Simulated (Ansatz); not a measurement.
An element in the bcc structure gives these cold pressures by all-electron LAPW under PBEsol (Ansatz 0.2.0, scalar-relativistic, no spin polarisation).

| V (Å³/atom) | P (GPa) |
| --- | --- |
| 9.24 | -0.06 |
| 8.50 | 7.24 |
| 7.76 | 19.51 |
| 7.02 | 40.1 |
| 6.28 | 75.2 |
| 5.54 | 136.5 |
| 4.81 | 247.8 |
| 4.16 | 425.6 |

Q: Which element is it?

A: F. Its zero-pressure volume in this structure is near 9.2 Å³/atom; the volume and the steepness of P(V) together point to it, though neighbours can come close. Neighbours weren't tried against these numbers.
